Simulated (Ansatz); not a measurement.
**ScSi$_{2}$: stiffness from a series of strains**

```yaml
crystal:
  lattice:
    - [3.66000, 0.00000, 0.00000]
    - [-1.83000, 3.16965, 0.00000]
    - [0.00000, 0.00000, 3.87000]
  atoms:
    - { symbol: Sc, position: [0.00000, 0.00000, 0.00000] }
    - { symbol: Si, position: [0.33333, 0.66667, 0.50000] }
    - { symbol: Si, position: [0.66667, 0.33333, 0.50000] }
```

Atom numbers follow the list: Sc1, Si2, Si3.

The cell comes from COD entry 1538810, which wasn't checked; take it as a given geometry.

Spin polarisation is left out, and whether a magnetic state lies lower isn't shown here.

The calculation used Ansatz 0.2.0, DFT, PBEsol, all-electron LAPW, scalar-relativistic.

Sampling and basis: a Γ-centred 13×13×11 k mesh, Fermi–Dirac smearing of 0.05 eV, basis error target 1 meV/atom, no spin polarisation.

The strain is applied along the Cartesian axes of the cell as listed (the other components stay zero). Fractional coordinates are held (clamped ions).

σ is the change of stress from the unstrained cell, which is at 21.7 GPa; tension is positive, so slopes are stress–strain coefficients at that pressure. In a metal the k mesh adds noise.

Only quantities that a quadratic follows smoothly over the whole series are listed; rougher ones are left out.

| εxx = εyy | σzz (GPa) | σxx (GPa) |
| --- | --- | --- |
| -0.0200 | -2.37 | -13.75 |
| -0.0100 | -1.15 | -6.55 |
| 0.0000 | 0.00 | 0.00 |
| 0.0200 | 2.04 | 11.39 |

(1) Fit the series and read off the stiffness at zero strain.

(2) One run, at εxx = εyy = 0.0100, is withheld. Predict its row.

## Answers

(1) Least-squares fits y = p0 + p1 x + p2 x² to the rows give σzz (GPa): p1 = 110, p2 = -410; σxx (GPa): p1 = 628, p2 = -3000. So C13 + C23 = 110 GPa and C11 + C12 = 628 GPa, for these axes.

(2) The fits give 1.06, 6.00; the run gave 1.07, 5.96.
